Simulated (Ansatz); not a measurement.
Values for one crystal, relaxed and computed with the program Ansatz at the r²SCAN level (PAW); other levels are named.

```yaml
volume_per_atom: 10.39 Å³
band_gap: 1.89 eV (indirect)
Bulk modulus (Birch–Murnaghan fit): 207 GPa
Elastic constants (relaxed ions, GPa): C11 = 368, C12 = 111, C13 = 112, C33 = 484, C44 = 133
smallest_direct_gap_on_the_standard_path: 1.94 eV
debye_temperature_from_the_elastic_constants: 684 K
Gap with spin–orbit coupling: 1.89 eV
```

Task: Pick the material that matches.
A) Hf3N4, I-43d (Hf on 12a, N on 16c)
B) AlN, NiAs type
C) YN, rock salt
D) GaN, P6_222 (Ga on 3d, N on 3c)

Result: D, GaN, P6_222 (Ga on 3d, N on 3c)

The start of the workflow was typed in or built on a structure type; neither database checked (COD, Materials Project) lists it. It is not the phase usual at ambient conditions (space group No. 186, 216). Symmetry was held in the r²SCAN relaxation; its stability against distortions is not shown here. Scalar-relativistic: spin–orbit coupling is off unless named, which matters more the heavier the elements.

Potentials: the later of the program's two PAW sets.
